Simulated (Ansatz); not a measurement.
Polymorphs of WO$_{2}$, each relaxed with PBEsol (plane waves, PAW; program Ansatz):

A: P4_2/mnm
a = 4.953 Å, b = 4.953 Å, c = 2.672 Å, α = 90.00°, β = 90.00°, γ = 90.00°

```tsv
atom	site	symmetry	x	y	z
W	2b	m.mm	0.0000	0.0000	0.5000
O	4g	m.2m	0.2805	0.2805	0.5000
```

B: P2_1/c
a = 5.535 Å, b = 4.897 Å, c = 5.654 Å, α = 90.00°, β = 120.40°, γ = 90.00°

```csv
atom,site,symmetry,x,y,z
W,4e,1,0.2308,0.9939,0.0134
O,4e,1,0.1125,0.2210,0.2333
O,4e,1,0.6091,0.2001,0.2025
```

### Question
Put the candidates in order of energy per atom at 0 K, lowest first, for PBEsol.

### Answer
B (+0 meV/atom), A (+54 meV/atom)

Standing as an ambient phase not checked: A; B. Began spin-polarised and lost the moments: A. All cells were relaxed under the symmetry of their starts (and spin orders); stability against distortions was not tested throughout. Rows with no word on spin ran without spin polarisation. No Hubbard U is applied. Scalar-relativistic: spin–orbit coupling is off unless named, which matters more the heavier the elements.

Energies hold the estimated change up to a 700 eV cutoff; steps of a few meV lie near the error of the meshes.

Potentials: the later of the program's two PAW sets.
